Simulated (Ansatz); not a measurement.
Given:

LaP:
```
CELL_PARAMETERS angstrom
      0.00000     3.03632     3.03632
      3.03632     0.00000     3.03632
      3.03632     3.03632     0.00000
ATOMIC_POSITIONS crystal
  P  0.50000 0.50000 0.50000
  La 0.00000 0.00000 0.00000
```

This is the r²SCAN-relaxed structure.

Q: All from DFT-r²SCAN in the program Ansatz with PAW potentials, unless another level is named. Give the formation energy from the elements (no fitted shifts).

A: -1.82 eV/atom.

Q: Predict the hole effective mass with spin–orbit coupling, band 2 of 2 at the edge.

A: 0.18 along [100], 0.22 along [110], 0.26 along [111] (mₑ).

Q: And the hole effective mass, band 3 of 3 at the edge?

A: 0.13 along [100], 0.20 along [110], 0.24 along [111] (mₑ).

Q: What about the electron effective mass with spin–orbit coupling?

A: 0.081, 0.081, 1.4 mₑ (principal values).

Q: Predict the smallest direct gap on the standard path.

A: 0.35 eV.

Space group Fm-3m (rock salt). The workflow started from an entry of the Crystallography Open Database (COD). Its standing as an ambient phase is unchecked. Symmetry was held in the r²SCAN relaxation; whether a distortion lowers the energy is not shown. The references are the lowest solids computed at this level, not always the standard phases. Scalar-relativistic: spin–orbit coupling is off unless named, which matters more the heavier the elements.

Potentials: the later of the program's two PAW sets.
